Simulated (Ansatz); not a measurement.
Starting cell, KI (rock salt):

```
CELL_PARAMETERS angstrom
      0.00000     3.54577     3.54577
      3.54577     0.00000     3.54577
      3.54577     3.54577     0.00000
ATOMIC_POSITIONS crystal
  I  0.00000 0.00000 0.00000
  K  0.50000 0.50000 0.50000
```

Scan: atom 2 (K, nearest neighbour I at 3.546 Å; its periodic images, 5.0 Å or more away, move with it) is displaced along Cartesian [110], direction (0.707, 0.707, 0.000) in Cartesian axes, by s. The other atoms stay.

These are r2SCAN (plane waves to 500 eV, PAW, scalar-relativistic; Ansatz, an electronic-structure program) values and carry that method's errors. k mesh 7×7×7 (Γ-centred), Fermi-Dirac smearing 0.05 eV. The energy includes the smearing's −TS. F∥ is the force on the atom along that direction. KI was relaxed with its symmetry unable to fall. Spin-orbit coupling is left out, though I is heavy. ΔE is measured from the undisplaced structure.

```
s (Å)   F∥ (eV/Å)  ΔE (meV/cell)
------  ---------  -------------
-0.710      1.006            322
-0.568          …              …
-0.426      0.528            107
-0.284          …              …
-0.142      0.161             11
0.000       0.000              0
0.142      -0.161             11
0.284           …              …
0.426      -0.528            107
0.568           …              …
0.710      -1.006            322
```

**Question.** Fill in the missing entries.

**Answer.** 
- -0.568, F∥ (eV/Å): 0.751
- -0.568, ΔE (meV/cell): 198
- -0.284, F∥ (eV/Å): 0.334
- -0.284, ΔE (meV/cell): 46
- 0.284, F∥ (eV/Å): -0.334
- 0.284, ΔE (meV/cell): 46
- 0.568, F∥ (eV/Å): -0.751
- 0.568, ΔE (meV/cell): 198

(A displaced cell: forces are minus the slopes of the energy, force constants its curvatures, and phonons follow from these.)
